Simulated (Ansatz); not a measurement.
This run works on a generated trial structure, not on a known crystal.

Input and command of a plane-wave DFT calculation in Ansatz:

```yaml
crystal:
  lattice:
    - [4.4096760771, 0.0, 0.0]
    - [0.0, 4.4096760771, 0.0]
    - [0.0, 0.0, 9.4112168569]
  atoms:
    - { symbol: In, position: [0.5, 0.5, 0.5] }
    - { symbol: Te, position: [0.5, 0.5, 0.8206775774] }
    - { symbol: Te, position: [0.5, 0.5, 0.1793224226] }
    - { symbol: Te, position: [0.0, 0.0, 0.2233598669] }
    - { symbol: Te, position: [0.0, 0.0, 0.7766401331] }
basis:
  ecutwfc: 420
kpoints:
  mp_grid: { grid: [8, 8, 4] }
hamiltonian:
  xc: pbe
scf:
  occupations: { method: gaussian, width: 0.1 }
output:
  forces: true
  stress: true
  eigenvalues: true
relax:
  adjacent_minimum: "off"
  f_tol: 0.01
  max_steps: 80
  cell: { stress_tol: 0.05 }
```

```bash
ansatz run input.yaml --threads 1 --pin off --max-ram 2560MiB --backend cpu --events-out ev --progress --plain --runs-dir out
```

Processor: Intel(R) Xeon(R) 6975P-C (Granite Rapids), 1 thread, on a host shared with other jobs.

**Question.** How long does it run, and how much memory does it take?

**Answer.** About 3.2 min, peak memory 0.68 GiB. It solves 47 bands at 45 k points (after reduction by symmetry) with about 3885 plane waves (on the last cell), in 100 SCF iterations over 16 ionic steps.
